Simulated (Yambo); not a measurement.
How GW settings move the gap: Ag2S

G0W0@PBEsol for Ag₂S (space group Cmc2_1, No. 36) in Yambo. Reference settings: 4×4×2 Γ-centred k mesh, bands 17 to 159 and a 6 Ry block in the screening, 159 bands in G with the Bruneval-Gonze terminator, plasmon pole fitted at 27.2 eV. The PBEsol gap (0, -0.5, 0) → Γ on this mesh is 1.21 eV; G0W0 gaps are taken between the same points.

```csv
change from the reference,"G0W0 gap (0, -0.5, 0) → Γ (eV)",shift of the valence edge (eV),rough Yambo cost
reference settings,2.06,-0.45,1
"78 bands in W, 78 bands in G",2.31,-0.24,about 1/3
"113 bands in W, 113 bands in G",2.15,-0.36,within a factor of two
78 bands in G,2.12,-0.38,–
113 bands in G,2.07,-0.42,–
90 bands in W,2.22,-0.33,about 1/2
2 Ry block,2.14,-0.42,within a factor of two
3 Ry block,2.04,-0.39,within a factor of two
5 Ry block,2.05,-0.42,within a factor of two
pole fitted at 15 eV,2.09,-0.39,–
no random integration,2.03,-0.27,–
2×2×1 mesh,1.90,-0.28,about 1/20
"78 bands in G, no terminator",2.01,0.16,–
"113 bands in G, no terminator",1.95,-0.09,–
no terminator,1.97,-0.24,–
```

The reference isn't shown to be the converged limit. Costs are rough (shared machines), scaled to the same edge states, and given only for runs that recompute the screening.

Spin-orbit splittings are left out.

Geometry of the Materials Project entry, not relaxed at this level; primitive cell a = b = 4.265 Å, c = 7.589 Å, α = β = 90.00°, γ = 111.83°.

The structure is a Materials Project entry; no match was found in the copy of COD used, and its stability was not checked.

A shift is the quasiparticle energy of the state minus its PBEsol energy.
